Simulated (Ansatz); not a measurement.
# zincblende-structured RhSe

Computed with Ansatz (plane waves, PAW, 420 eV cutoff): PBEsol, scalar-relativistic, no spin polarisation, Γ-centred 10×10×10 mesh, 0.05 eV Gaussian smearing; PAW files: Ansatz's generated set soft_2.

```
CELL_PARAMETERS angstrom
0.00000 2.73793 2.73793
2.73793 0.00000 2.73793
2.73793 2.73793 0.00000
ATOMIC_POSITIONS crystal
Rh 0.00000 0.00000 0.00000
Se 0.25000 0.25000 0.25000
```

This is a trial structure; measured cells of the compound in the Crystallography Open Database are in space group P63/mmc.

The cell has space group F-43m (read at 0.01 Å). In it the stress is -0.01, -0.01, -0.01, 0.00, 0.00, 0.00 GPa and the largest force component 0.000 eV/Å. Each change below starts from this cell, without further relaxation. Stress is in GPa, positive in compression, in the order xx, yy, zz, yz, xz, xy; energies are counted from the cell above and are free energies with the smearing's entropy, which match forces and stress in a metal.

Task: What happens when atom 2 (Se) is moved by 0.02 Å along x?

Result: The energy changes by 2.4 meV per cell, and the force on it along the shift is -0.238 eV/Å (−F/u = 11.92 eV/Å²). Stress: -0.02, 0.04, 0.04, -0.99, 0.00, 0.00.
| atom | Fx (eV/Å) | Fy | Fz |
| --- | --- | --- | --- |
| Rh1 | 0.238 | 0.000 | 0.000 |
| Se2 | -0.238 | 0.000 | 0.000 |
In a harmonic crystal the energy would rise by −½F·u = ½ × 11.92 × 0.02² eV = 2.4 meV, which matches.

Task: What stress follows from an engineering strain of -2 % in yy, atoms carried along?

Result: 2.57, 2.39, 2.57, 0.00, 0.00, 0.00 GPa; the energy changes by 6.1 meV per cell.
The stress across the strain changes more than along it (C12 over C11 with clamped atoms), which a stable cubic crystal can't show: the cell is unstable or the mesh too coarse.
The change of the stress over the strain gives a clamped-atom stiffness of about 120 GPa for this component, a secant value that lies under the elastic constant in tension and over it in compression, by several per cent for each per cent of strain.
In a harmonic crystal the energy would rise by V(½Cε² − σ₀ε), with σ₀ the stress of the unstrained cell, = 6.1 meV, which matches.

The cell is a metal with an odd number of electrons, and spin polarisation wasn't tried.
